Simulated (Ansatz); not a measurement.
Relaxing a structure of MgPd

The start is a randomly generated symmetric cell of MgPd (space group No. 156). The structure is fully relaxed (lattice and positions, P = 0) with PBE (plane waves to 420 eV, PAW, scalar-relativistic; Ansatz, a quantum-chemistry and plane-wave program). First-step values are on the input's coarse k-mesh.

Ansatz input (later rounds restart from its end on a renewed k-mesh):
Ansatz 0.2 input:
```yaml
crystal:
  lattice:
    - [4.0190947, 0, 0]
    - [-2.0095474, 3.4806381, 0]
    - [0, 0, 10.545694]
  atoms:
    - { symbol: Mg, position: [0, 0, 0.79005768] }
    - { symbol: Mg, position: [0.33333333, 0.66666667, 0.44517735] }
    - { symbol: Mg, position: [0, 0, 0.23829786] }
    - { symbol: Mg, position: [0, 0, 0.94189965] }
    - { symbol: Pd, position: [0.33333333, 0.66666667, 0.60452493] }
    - { symbol: Pd, position: [0.66666667, 0.33333333, 0.37034587] }
    - { symbol: Pd, position: [0.66666667, 0.33333333, 0.61764985] }
    - { symbol: Pd, position: [0.33333333, 0.66666667, 0.10265679] }
basis: { ecutwfc: 420, ecutrho_ratio: 4, xc_grid: 2, fft_grid_basis: typed }
kpoints: { mp_grid: { grid: [9, 9, 3] } }
hamiltonian:
  xc: pbe
  dispersion: none
  pseudopotentials: { kind: paw }
scf: { occupations: { method: fermi_dirac, width: 0.05 } }
relax: { f_tol: 0.01, max_steps: 100, cell: { stress_tol: 0.02 } }
output: { forces: true, stress: true }
```

**Question.** How much energy is released per atom?

**Answer.** About 2.0 eV/atom.

**Question.** How do the shortest distances between atoms change?

**Answer.** The closest pairs of elements (up to four, under 3.6 Å), start → end: Mg–Mg 1.60 → 2.77 Å; Mg–Pd 1.68 → 2.58 Å; Pd–Pd 2.32 → 2.75 Å.

**Question.** Is the relaxed structure metallic? Give its gap.

**Answer.** No gap (metallic).

**Question.** Write out the relaxed structure.

**Answer.** 
Space group P3m1 (No. 156); a = b = 4.372 Å, c = 8.733 Å, α = β = 90.00°, γ = 120.00°

```tsv
atom	site	symmetry	x	y	z
Mg	1a	3m.	0.0000	0.0000	0.6635
Mg	1b	3m.	0.3333	0.6667	0.4565
Mg	1a	3m.	0.0000	0.0000	0.3026
Mg	1a	3m.	0.0000	0.0000	0.9804
Pd	1b	3m.	0.3333	0.6667	0.7885
Pd	1c	3m.	0.6667	0.3333	0.2398
Pd	1c	3m.	0.6667	0.3333	0.5636
Pd	1b	3m.	0.3333	0.6667	0.1156
```

The space group stays P3m1 (No. 156) (the run could not lower it), with 8 atoms in the primitive cell. Final values are on a 12×12×6 k-mesh of the relaxed cell. The start holds a very short contact (Mg–Mg 1.60 Å). No spin polarisation in the result.

The run could not lose the symmetry of its start, so the end can be a saddle point.

The relaxed structure here is a generated cell of MgPd: the first start was made by a random draw of sites in a space group, and the end was not matched to a known phase here, so it may be hypothetical.
